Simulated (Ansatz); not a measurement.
GdIn (Pm-3m); spiral at q = 0.

```
CELL_PARAMETERS angstrom
3.83000 0.00000 0.00000
0.00000 3.83000 0.00000
0.00000 0.00000 3.83000
ATOMIC_POSITIONS crystal
Gd 0.00000 0.00000 0.00000
In 0.50000 0.50000 0.50000
```

The source of the geometry is a structure as deposited in COD; atoms and cell stay fixed.

Settings: LDA, 9×9×9 k mesh, Fermi–Dirac smearing of 0.03 eV. LAPW is all-electron LAPW in Ansatz 0.2.0. Site moments are integrated in spheres about the atoms. Start moments (μB): Gd1 7.

Iteration by iteration:

```
iteration  Harris–Foulkes energy less the last (meV)  density residual (eV)  ∫|m| (μB)
        1                                   -403.733                2.1e-01     6.2538
        2                                  -1596.484                4.9e-01     7.1576
        3                                   -311.338                2.0e-01     7.2975
        4                                    -37.397                7.2e-03     7.0144
        5                                    -95.535                8.0e-02     7.2909
        6                                    -15.085                2.1e-02     7.2707
        7                                    -28.936                1.0e-02     7.0430
        8                                    -14.710                6.3e-03     7.2663
        9                                     -0.493                5.4e-04     7.2451
       10                                     -0.172                3.4e-04     7.2411
       11                                     -0.711                3.0e-04     7.2093
       12                                     -0.179                9.8e-05     7.2182
       13                                      0.026                2.4e-05     7.2302
       14                                      0.000                4.4e-06     7.2291
       15                                     -0.001                2.6e-06     7.2294
       16                                      0.000                3.5e-07     7.2292
       17                                      0.000                3.5e-08     7.2290
       18                                      0.000                3.5e-09     7.2291
```

Site moments (μB): Gd1 7.09, In2 -0.01. Cell moment 7.19 μB in the turning frame.

Without U a semilocal functional puts the f levels too near the Fermi level, which can change moments and the order of magnetic states; site and cell moments are spin moments. Spin–orbit coupling is left out although heavy atoms are present. In at least one run the program's final test of stability wasn't made or came to no verdict. With open f shells a run can end in a state that isn't the lowest. The magnetic state is the one that this cell and start allow. It needn't be the compound's measured order, which may need a larger cell or be absent.
